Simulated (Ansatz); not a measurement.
Mg2Ge:
```cif
data_Ge4Mg8
_chemical_formula_sum 'Mg8 Ge4'
_space_group_name_H-M_alt 'Fm-3m'
_space_group_IT_number 225
_space_group_name_Hall '-F 4 2 3'
_cell_length_a 6.42094
_cell_length_b 6.42094
_cell_length_c 6.42094
_cell_angle_alpha 90.000
_cell_angle_beta 90.000
_cell_angle_gamma 90.000
loop_
_atom_site_label
_atom_site_type_symbol
_atom_site_symmetry_multiplicity
_atom_site_Wyckoff_symbol
_atom_site_fract_x
_atom_site_fract_y
_atom_site_fract_z
_atom_site_occupancy
Mg1 Mg 8 c 0.25000 0.25000 0.25000 1
Ge1 Ge 4 a 0.00000 0.00000 0.00000 1
```
(The calculation used a cell of 3 atoms; values per cell refer to that cell.)

This is the PBE-relaxed structure.

All from plane-wave PAW PBE (Ansatz code), unless another level is named. Estimate the hole effective mass, band 3 of 3 at the edge.

0.071 along [100], 0.059 along [110], 0.056 along [111] (mₑ).

And the smallest direct gap on the standard path?

0.95 eV.

What about the hole effective mass with spin–orbit coupling, band 2 of 2 at the edge?

0.090 along [100], 0.080 along [110], 0.077 along [111] (mₑ).

And the electron effective mass?

0.19, 0.19, 0.55 mₑ (principal values).

Predict the formation energy from the elements (no fitted shifts).

-0.27 eV/atom.

Predict the gap with spin–orbit coupling.

0.09 eV.

The cell was relaxed with PBE under the symmetry of its start; of distortions, only those at the zone centre were tested. The references are the lowest solids computed at this level, not always the standard phases. Scalar-relativistic: spin–orbit coupling is off unless named, which matters more the heavier the elements.

Potentials: the later of the program's two PAW sets.
